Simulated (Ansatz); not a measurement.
The elements of this relaxed trial crystal are hidden behind letters.

```
lattice vectors (Å)
   0.0000    2.9378    2.9378
   2.9378    0.0000    2.9378
   2.9378    2.9378    0.0000
fractional positions
X 0.0000 0.0000 0.0000
Z 0.5000 0.5000 0.5000
Z 0.2500 0.2500 0.2500
Z 0.7500 0.7500 0.7500
```

All numbers below come from Ansatz 0.2.0, DFT PBE, scalar-relativistic, plane waves, PAW. Plane waves to 420 eV, a 14×14×14 mesh through Γ for the 4-atom cell and 0.10 eV Gaussian smearing; no spin polarisation.

| Item | Value |
| --- | --- |
| Space group | Fm-3m (No. 225) |
| Conventional cell | a = 5.876 Å |
| Volume per atom | 12.68 Å³ |
| Density | 6.61 g/cm³ |
| Energy over the elements | +0.15 eV/atom |
| Gap on the 14×14×14 mesh of the 4-atom cell | 0 eV (a metal) |

Energies are uncorrected and count from the elements' standard states at the same level.

Question: X is a lanthanide and Z is an s-block element of period 2. Which elements are they?

Answer: X = Lu, Z = Be, so the formula is LuBe3, here in the BiF3 (D0_3) type. Density times volume gives a mean mass of 6.61 × 12.68/1.6605 = 50.5 u per atom, and this set has 50.5 u. Among the elements that the hints allow, noble gases aside, only these give it. Lu has 8 Be at 2.54 Å and 6 Be at 2.94 Å; Be on a site of symmetry m-3m is surrounded by 8 Be at 2.54 Å and 6 Lu at 2.94 Å; Be on a site of symmetry -43m is surrounded by 4 Be at 2.54 Å, 4 Lu at 2.54 Å and 6 Be at 2.94 Å.

A structure relaxed within its symmetry needn't be a true minimum.
